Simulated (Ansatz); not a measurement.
# SnPt$_{3}$ from its elements: all-electron against pseudopotential results

```
CELL_PARAMETERS angstrom
4.00663 0.00000 0.00000
0.00000 4.00663 0.00000
0.00000 0.00000 4.00663
ATOMIC_POSITIONS crystal
Sn 0.00000 0.00000 0.00000
Pt 0.00000 0.50000 0.50000
Pt 0.50000 0.00000 0.50000
Pt 0.50000 0.50000 0.00000
```

The cell comes from a relaxation on PAW files under the same functional, begun from a database entry that needn't be the ground state.

All numbers are PBEsol results (scalar-relativistic) from Ansatz 0.2.0, with a Γ-centred 9×9×9 k mesh, Fermi–Dirac smearing of 0.05 eV, no spin polarisation. Methods: LAPW: all electrons, basis error target 0.5 meV/atom; PAW: frozen-core files, cutoff 420 eV; crystal datasets: all electrons, by PAW datasets that the program makes for each cell.

The elements are taken as Pt fcc, Sn alpha-Sn, each relaxed on PAW files under the same functional and computed by the same method as the compound; zero-point and thermal terms are left out.

Spin–orbit coupling is left out, which matters for the heavy atoms. The PAW files were made under PBE.

(1) Give the formation energy by each method, with the residual pressure at this cell and the LAPW gap.

(2) Give the LAPW value for one formula unit in kJ/mol.

## Answers

(1) 

```tsv
method	ΔE(formation) (eV/atom)	P at this cell (GPa)	gap (eV)
LAPW	-0.400	-0.06	0.00
PAW	-0.400	-0.03	–
crystal datasets	-0.400	-0.06	–
```

(2) -0.400 eV/atom × 4 atoms × 96.485 kJ/(mol·eV) = -154.4 kJ/mol, at zero temperature and without zero-point motion.
